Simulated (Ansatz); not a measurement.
AgBr (rock salt), conventional cell a = 5.6739 Å, b = 5.6739 Å, c = 5.6739 Å, α = 90.00°, β = 90.00°, γ = 90.00°. The calculation uses the primitive cell of 2 atoms, to which meshes and values per cell refer.

Two coordinates are scanned: the volume, and the ratio of the stretch along z (the conventional c axis) to the stretch across it. Atoms keep their fractional coordinates.

Computed with PBEsol (plane waves to 420 eV, PAW, scalar-relativistic; Ansatz, an electronic-structure program). k mesh 10×10×10 (Γ-centred), Fermi-Dirac smearing 0.05 eV. The energy includes the smearing's −TS. AgBr was relaxed with its symmetry unable to fall.

Changes of ΔE (kJ/mol of atoms) from the point V/V₀ = 1.000, (c/a)/(c/a)₀ = 1.000 when one coordinate moves alone (two changes are said to add if the coupling is within 5 % of the smaller one, nearly so within 20 %):

```csv
point,change
"V/V₀ = 1.000, (c/a)/(c/a)₀ = 0.960",0.302
"V/V₀ = 1.000, (c/a)/(c/a)₀ = 0.973",0.131
"V/V₀ = 1.000, (c/a)/(c/a)₀ = 0.987",0.032
"V/V₀ = 0.920, (c/a)/(c/a)₀ = 1.000",2.755
"V/V₀ = 0.947, (c/a)/(c/a)₀ = 1.000",1.154
"V/V₀ = 0.973, (c/a)/(c/a)₀ = 1.000",0.273
"V/V₀ = 1.027, (c/a)/(c/a)₀ = 1.000",0.240
"V/V₀ = 1.053, (c/a)/(c/a)₀ = 1.000",0.913
"V/V₀ = 1.080, (c/a)/(c/a)₀ = 1.000",1.950
"V/V₀ = 1.000, (c/a)/(c/a)₀ = 1.013",0.031
"V/V₀ = 1.000, (c/a)/(c/a)₀ = 1.027",0.120
"V/V₀ = 1.000, (c/a)/(c/a)₀ = 1.040",0.265
```

**Question.** Do the two effects add at V/V₀ = 0.947, (c/a)/(c/a)₀ = 0.960? Give the computed change.

**Answer.** The sum of the single changes is 1.154 + (0.302) = 1.456; the calculation gives 1.610, so the coupling contributes 0.154 (over 20 % of the smaller single change, not additive).

(A scan under strain: stresses follow from slopes of the energy per volume, elastic moduli from its curvatures.)
